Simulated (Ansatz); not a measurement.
MgZn₂O₃:
```yaml
crystal:
  lattice:
    - [3.00609, 0.00000, 0.00000]
    - [-1.50304, 2.60335, 0.00000]
    - [0.00000, 0.00000, 7.34129]
  atoms:
    - { symbol: Mg, position: [0.00000, 0.00000, 0.00000] }
    - { symbol: Zn, position: [0.33333, 0.66667, 0.66830] }
    - { symbol: Zn, position: [0.66667, 0.33333, 0.33170] }
    - { symbol: O, position: [0.33333, 0.66667, 0.16136] }
    - { symbol: O, position: [0.66667, 0.33333, 0.83864] }
    - { symbol: O, position: [0.00000, 0.00000, 0.50000] }
```

Relaxed with r²SCAN.

**Question.** Map the electron localisation function on the plane through (0.000, 0.000, 0.000) spanned by u = [1, 1, 0] and v = [-1, 1, 1] in lattice vectors, from DFT-r²SCAN in the program Ansatz with PAW potentials.

**Answer.** x is the fraction of u, y of v (the angle between them is 90°; rows are the nearest grid lines); atoms in the plane: Mg at (0.00, 0.00), Zn at (0.00, 0.67), Zn at (0.00, 0.33), O at (0.50, 0.16), O at (0.50, 0.84), O at (0.50, 0.50).
```
|::==.       .==::|
|++=. .+*#*+. .=++|
|::  :#@@@@@#:  ::|
|  -#@@@%%%@@@#-  |
| .-#@@%+-+%@@#-. |
|...:+%@@@@@%+:...|
|.....=#%@%#=.....|
|    ....:....    |
|    .........    |
|  ...:+###+:...  |
|....-*@@@@@*-....|
| .:*@@@#+#@@@*:. |
| .:*@@@#+#@@@*:. |
|....-*@@@@@*-....|
|  ...:+###+:...  |
|    .........    |
|    ....:....    |
|.....=#%@%#=.....|
|...:+%@@@@@%+:...|
| .-#@@%+-+%@@#-. |
|  -#@@@%%%@@@#-  |
|::  :#@@@@@#:  ::|
|++=. .+*#*+. .=++|
|::==.       .==::|
```
Scale: ten equal steps from 0.000 (start of ' ') to 0.830 (end of '@'), in the order ' .:-=+*#%@'; x runs from 0.000 to 1.00, y from 0.000 (bottom) to 1.00 (top).

The density is the valence pseudo-density with augmentation charge, so density and ELF within about 1 Å of a nucleus are not all-electron values.

Space group P-3m1. The first step of the workflow began from a Materials Project structure, measured or hypothetical; the Crystallography Open Database copy checked does not list it. With Mg and Zn taken as one species the cell has the higher symmetry Fm-3m, so it may be an ordered model of a mixed-site phase. Its standing as an ambient phase is unchecked. The r²SCAN relaxation kept the symmetry of its start; of distortions, only those at the zone centre were tested.

Potentials: the later of the program's two PAW sets.
